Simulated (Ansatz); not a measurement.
**Where the states of Pb lie**

```
CELL_PARAMETERS angstrom
3.48000 0.00000 0.00000
-1.74000 3.01377 0.00000
0.00000 0.00000 5.59000
ATOMIC_POSITIONS crystal
Pb 0.33333 0.66667 0.25000
Pb 0.66667 0.33333 0.75000
```

The cell is COD entry 1537623, as deposited and not checked against the literature; nothing was relaxed.

Spin–orbit coupling is left out, though it moves levels of the heavy atoms by tenths of an eV or more.

Method: DFT, PBEsol, all-electron LAPW, scalar-relativistic in Ansatz 0.2.0.

Settings: a Γ-centred 14×14×8 k mesh, Fermi–Dirac smearing of 0.08 eV, basis error target 0.5 meV/atom, no spin polarisation.

States per eV and cell, averaged over 0.6 eV, from -4.6 to 3.6 eV, with energies (bin centres) from the Fermi level; empty bins are left out. 

```tsv
E (eV)	total
-4.4	0.00
-3.8	0.28
-3.2	0.89
-2.6	1.48
-2.0	0.96
-1.4	1.08
-0.8	0.95
-0.2	1.16
0.4	1.03
1.0	1.10
1.6	1.15
2.2	1.38
2.8	1.40
3.4	1.27
```
